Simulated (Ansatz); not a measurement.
Co3Mo, in the lowest of the structures calculated here: P6₃/mmc (No. 194), hP8; a = 5.0389 Å, b = 5.0389 Å, c = 4.0299 Å, α = 90.00°, β = 90.00°, γ = 120.00°; Co 6h (0.324, 0.162, 0.250); Mo 2c (0.333, 0.667, 0.250). Computed with PBEsol (plane waves to 420 eV, PAW, scalar-relativistic; Ansatz, a program for electronic structure). Element references, the lowest calculated here: Co (P6₃/mmc, ferromagnetic), Mo (Im-3m).

**Question.** Give the formation energy of this P6₃/mmc form of Co3Mo from the elements at the level PBEsol.

**Answer.** -0.10 eV/atom.

Static energies, no anion corrections, no zero-point energy. Values are rounded to 0.01 eV/atom. Spin state reached: ferrimagnetic (net 0.17 μB/atom); other spin orders were not run from this start.
